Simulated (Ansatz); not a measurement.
The calculation used DFT PBE, scalar-relativistic, plane waves, PAW (Ansatz). All cells share a 420 eV cutoff and Γ-centred k meshes spaced at most about 0.3 Å⁻¹ (about 0.25 or finer for metals, 2π included). No spin polarisation in the final relaxations.

These are static total energies at zero pressure. All come from trial cells, and lower structures may exist.

Question: Order these relaxed structures of BaH by energy, lowest first, with the energy over the lowest of them.
1.

```
Ba H
1.0
     4.19798    0.00000    0.00000
    -2.09899    3.63556    0.00000
     0.00000    0.00000   13.21194
Ba H
4 4
Direct
  0.00000 0.00000 0.00000
  0.00000 0.00000 0.50000
  0.33333 0.66667 0.75000
  0.66667 0.33333 0.25000
  0.33333 0.66667 0.11766
  0.66667 0.33333 0.61766
  0.33333 0.66667 0.38234
  0.66667 0.33333 0.88234
```

2.

```
Ba H
1.0
     3.56925    0.00000    0.00000
     0.00000    3.56925    0.00000
     0.00000    0.00000    3.56925
Ba H
1 1
Direct
  0.00000 0.00000 0.00000
  0.50000 0.50000 0.50000
```

3.

```
Ba H
1.0
     0.00000    3.06977    3.06977
     3.06977    0.00000    3.06977
     3.06977    3.06977    0.00000
Ba H
1 1
Direct
  0.00000 0.00000 0.00000
  0.75000 0.75000 0.75000
```

Answer: 1 (0 meV/atom), 3 (12 meV/atom), 2 (333 meV/atom). Forms: 1 P6_3/mmc; 3 zinc blende type, F-43m; 2 caesium chloride type, Pm-3m. Counting H atoms around Ba (those within 1.25 times the shortest such distance or 1.15 times the sum of covalent radii): cell 1 has Ba 6; cell 3 has Ba 4; cell 2 has Ba 8.

The k mesh leaves some 4 meV/atom of noise in the energy of each metallic cell. With hydrogen, zero-point motion can shift such differences by 10 meV/atom or more. A magnetic state wasn't ruled out in cells without spin, among them F-43m, Pm-3m. Cells relaxed within their symmetry can be saddle points. Some candidate types were left out of the draw beforehand, so a known form may be missing.
